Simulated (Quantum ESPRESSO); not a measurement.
**Kohn-Sham bands of SiC (zinc blende)**

```
SiC
1.0
    0.00000     2.17699     2.17699
    2.17699     0.00000     2.17699
    2.17699     2.17699     0.00000
Si C
1 1
Cartesian
 -1.08850  -1.08850  -1.08850
  0.00000   0.00000   0.00000
```

Structure: Materials Project mp-8062, symmetrised, not relaxed again. COD (Crystallography Open Database) has the formula in 5 space groups, this one among them (matched by group alone). Level: PBEsol, no spin polarisation, no spin-orbit coupling; pw.x of Quantum ESPRESSO at 66 Ry with PseudoDojo potentials, 12×12×12 k-points, Wannier90. Density: 12×12×12 mesh, cold smearing 0.01 Ry.

Task: List the Kohn-Sham levels between −8 and 4.2 eV relative to the valence-band maximum at the high-symmetry points, as a band run of pw.x on that density gives them (levels within 2 meV counted together).

Result: 
```tsv
point	k (reciprocal lattice)	levels (eV)
Γ	0.000 0.000 0.000	0.00 (×3)
X	-0.500 -0.500 0.000	-7.86, -3.22 (×2), 1.24, 4.21
U	-0.375 -0.375 0.250	-7.32, -5.63, -2.63, 3.00
K	-0.375 0.000 0.375	-7.32, -5.63, -2.63, 3.00
L	0.000 0.000 0.500	-1.06 (×2)
W	-0.500 -0.250 0.250	-7.06, -5.07, -4.77
```
